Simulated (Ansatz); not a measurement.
La2MgNiO6:
```
CELL_PARAMETERS angstrom
      2.73692     1.58016     4.39222
     -2.73692     1.58016     4.39222
      0.00000    -3.16032     4.39222
ATOMIC_POSITIONS crystal
  La 0.75074 0.75074 0.75074
  La 0.24926 0.24926 0.24926
  Mg 0.50000 0.50000 0.50000
  Ni 0.00000 0.00000 0.00000
  O  0.76267 0.29028 0.18942
  O  0.23733 0.70972 0.81058
  O  0.18942 0.76267 0.29028
  O  0.81058 0.23733 0.70972
  O  0.29028 0.18942 0.76267
  O  0.70972 0.81058 0.23733
```

Relaxed with r²SCAN. Independent-particle spectrum: no excitons, no local fields, no scissors shift; 0.1 eV broadening; ε₁ of the summed bands alone.

**Question.** Tabulate the dielectric function from plane-wave PAW r²SCAN (Ansatz code).

**Answer.** 

```csv
E (eV),ε₁ xx,ε₂ xx,ε₁ zz,ε₂ zz
0.0,6.25,0.00,6.05,0.00
0.5,6.34,0.00,6.14,0.00
1.0,6.65,0.00,6.43,0.00
1.5,7.40,0.00,7.11,0.00
2.0,9.87,0.89,9.28,0.61
2.5,9.98,10.89,10.87,9.12
3.0,4.18,4.81,2.94,4.30
3.5,2.81,2.12,2.68,2.23
4.0,3.73,1.73,3.75,1.52
4.5,5.31,1.42,5.52,1.37
5.0,6.43,3.57,4.31,4.73
5.5,4.36,5.25,3.79,4.75
6.0,2.88,5.34,3.00,4.75
6.5,2.14,3.46,2.23,3.37
7.0,2.99,2.27,3.16,2.33
7.5,4.44,3.32,4.59,4.26
8.0,4.06,5.44,2.43,5.67
8.5,2.09,5.83,1.37,5.21
9.0,1.31,6.16,0.87,5.06
9.5,-0.77,5.42,-0.61,4.55
10.0,-1.62,3.49,-1.11,2.80
10.5,-0.65,2.32,-0.23,2.14
11.0,0.08,2.78,0.20,2.56
11.5,-0.75,2.50,-0.77,2.33
12.0,-0.57,1.76,-0.48,1.54
```

**Question.** From ε at 3.2 eV (xx: 1.24 + 5.03i), find n, k, the normal reflectivity and the absorption coefficient.

**Answer.** n = 1.79, k = 1.404, R = 27 %, α = 2kE/ħc = 460000 cm⁻¹.

With all bands, ε∞ without local fields is 6.66 (xx = yy), 6.47 (zz).

Space group R-3. The first step of the workflow began from a Materials Project structure, measured or hypothetical; the Crystallography Open Database copy checked does not list it. With Mg and Ni taken as one species the cell has the higher symmetry R-3c, so it may be an ordered model of a mixed-site phase. Whether it is the stable phase at ambient conditions was not checked. The r²SCAN relaxation kept the symmetry of its start; its stability against distortions is not shown here. No spin polarisation was allowed. No Hubbard U is applied. Scalar-relativistic: spin–orbit coupling is off unless named, which matters more the heavier the elements.

Potentials: the later of the program's two PAW sets.
